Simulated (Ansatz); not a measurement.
Cs$_{2}$HgSe$_{2}$:
```
CELL_PARAMETERS angstrom
      8.31874     0.00000     0.00000
      0.00000    10.46891     0.00000
      0.00000     0.00000     4.79992
ATOMIC_POSITIONS crystal
  Hg 0.50000 0.50000 0.00000
  Hg 0.00000 0.00000 0.00000
  Cs 0.39284 0.83302 0.50000
  Cs 0.60716 0.16698 0.50000
  Cs 0.89284 0.66698 0.50000
  Cs 0.10716 0.33302 0.50000
  Se 0.23206 0.59361 0.00000
  Se 0.76794 0.40639 0.00000
  Se 0.73206 0.90639 0.00000
  Se 0.26794 0.09361 0.00000
```

This is the r²SCAN-relaxed structure.

Q: All from the program Ansatz at the r²SCAN level (PAW), unless another level is named. Estimate the electron effective mass.

A: 0.29, 0.66, 0.73 mₑ (principal values).

Q: Give the hole effective mass.

A: 1.3, 6.5, 8.7 mₑ (principal values).

Q: Predict the band gap.

A: 2.27 eV (smallest direct gap 2.30 eV).

Q: What about the weight of the valence-edge state by species (Voronoi cells)?

A: Se 89 %, Cs 7 %, Hg 5 %.

Space group Pbam. The workflow started from an entry of the Crystallography Open Database (COD, 100 K). Its standing as an ambient phase is unchecked. The cell was relaxed with r²SCAN under the symmetry of its start; its stability against distortions is not shown here. Scalar-relativistic: spin–orbit coupling is off unless named, which matters more the heavier the elements.

Potentials: the later of the program's two PAW sets.
